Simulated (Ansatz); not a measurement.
# Fixed-spin-moment curve of TiCo3 (Pm-3m)

Geometry: a structure as deposited in COD; nothing is relaxed.

Settings: PBEsol, 10×10×10 k mesh, Fermi–Dirac smearing of 0.05 eV. PAW means Ansatz 0.2.0 on its default frozen-core files; LAPW is all-electron LAPW in Ansatz 0.2.0. Site moments are integrated in spheres about the atoms, whose radii differ between the methods.

The reference run was typed so:

```yaml
crystal:
  lattice:
    - [3.571, 0.0, 0.0]
    - [0.0, 3.571, 0.0]
    - [0.0, 0.0, 3.571]
  atoms:
    - { symbol: Ti, position: [0.0, 0.0, 0.0] }
    - { symbol: Co, position: [0.0, 0.5, 0.5], spin: 2.0 }
    - { symbol: Co, position: [0.5, 0.0, 0.5], spin: 2.0 }
    - { symbol: Co, position: [0.5, 0.5, 0.0], spin: 2.0 }
magnetization:
  spin_polarized: true
kpoints:
  mp_grid: { grid: [10, 10, 10] }
scf:
  occupations: { method: fermi_dirac, width: 0.05 }
  lower_state_search: "off"
hamiltonian:
  xc: pbesol
  pseudopotentials: { kind: paw }
output:
  forces: true
  stress: true
  eigenvalues: true
  populations: true
  dos: { projected: true, de: 0.1, e_range: [-8, 5] }
  write_density: true
  write_potential: true
  elf: true
  volumetric_format: npy
```

Command: `ansatz run input.yaml --threads 2 --pin off --max-ram 6144MiB --backend cpu --events-out ev --progress --plain --runs-dir out`

The input for «total moment held at 2.84 μB» by PAW differs from it in these lines, output keys apart:

```diff
-    - { symbol: Ti, position: [0.0, 0.0, 0.0] }
-    - { symbol: Co, position: [0.0, 0.5, 0.5], spin: 2.0 }
-    - { symbol: Co, position: [0.5, 0.0, 0.5], spin: 2.0 }
-    - { symbol: Co, position: [0.5, 0.5, 0.0], spin: 2.0 }
+    - { symbol: Ti, position: [0.0, 0.0, 0.0], spin: -0.363 }
+    - { symbol: Co, position: [0.0, 0.5, 0.5], spin: 1.068 }
+    - { symbol: Co, position: [0.5, 0.0, 0.5], spin: 1.068 }
+    - { symbol: Co, position: [0.5, 0.5, 0.0], spin: 1.067 }
+  initial_magnetization: 2.84
+  spin_locking: { lock_magnetization: hard }
```

The input for «total moment held at 3.22 μB» by LAPW differs from it in these lines, output keys apart:

```diff
-    - { symbol: Ti, position: [0.0, 0.0, 0.0] }
-    - { symbol: Co, position: [0.0, 0.5, 0.5], spin: 2.0 }
-    - { symbol: Co, position: [0.5, 0.0, 0.5], spin: 2.0 }
-    - { symbol: Co, position: [0.5, 0.5, 0.0], spin: 2.0 }
+    - { symbol: Ti, position: [0.0, 0.0, 0.0], spin: -0.412 }
+    - { symbol: Co, position: [0.0, 0.5, 0.5], spin: 1.211 }
+    - { symbol: Co, position: [0.5, 0.0, 0.5], spin: 1.211 }
+    - { symbol: Co, position: [0.5, 0.5, 0.0], spin: 1.21 }
+  initial_magnetization: 3.22
+  spin_locking: { lock_magnetization: hard }
-  pseudopotentials: { kind: paw }
+  pseudopotentials: { kind: all_electron, lapw: { basis_error: 0.001 } }
```

The total moment M of the cell is held by giving each spin its own Fermi level. Half their difference over μB is the field that would hold M, so μB·B = dF/dM. Energies count from each method's free run. The held moment starts on the atoms that carry the free run's moments.

Task: Does the cell keep a net moment when the moments are free, and how does its energy change with a held moment?

Result: The free run ends with M = 2.58 μB per cell. 
```
M (μB/cell)  ΔF PAW (meV/cell)  ΔF LAPW (meV/cell)  B, PAW (T)  largest site moment, PAW (μB)  pressure, PAW (GPa)
       0.00              +19.7                   –           –                           0.00                 -8.4
       0.85              +14.6               +16.7         -66                           0.33                 -7.9
       1.73              +12.6                   –        -176                           0.68                 -6.2
       2.32               +3.0                   –        -303                           0.93                 -4.5
       2.84              +18.5                   –       +4577                           1.11                 -2.9
       3.22             +202.0              +201.3      +10177                           1.20                 -1.4
       3.87             +610.2              +608.3      +11297                           1.34                  1.8
```

Against an unpolarised PAW run, spin polarisation gains 4.9 meV per atom; the pressure goes from -8.4 to -3.7 GPa, the usual magnetovolume effect: the magnetic state wants the larger volume.

Separate runs put a uniform field on the spins (g = 2):

| field (T) | M PAW (μB/cell) |
| --- | --- |
| 500 | 2.685 |
| 1000 | 2.729 |

The rows needn't lie on one branch: at M = 0 the run is unmagnetised, so slopes across such rows needn't follow B.

The PAW files were made with PBE; the program remakes their cores once for the run's functional and then keeps them frozen. The Ansatz runs typed with the search for lower states off end where their start leads. The magnetic state is the one that this cell and start allow. It needn't be the compound's measured order, which may need a larger cell or be absent.
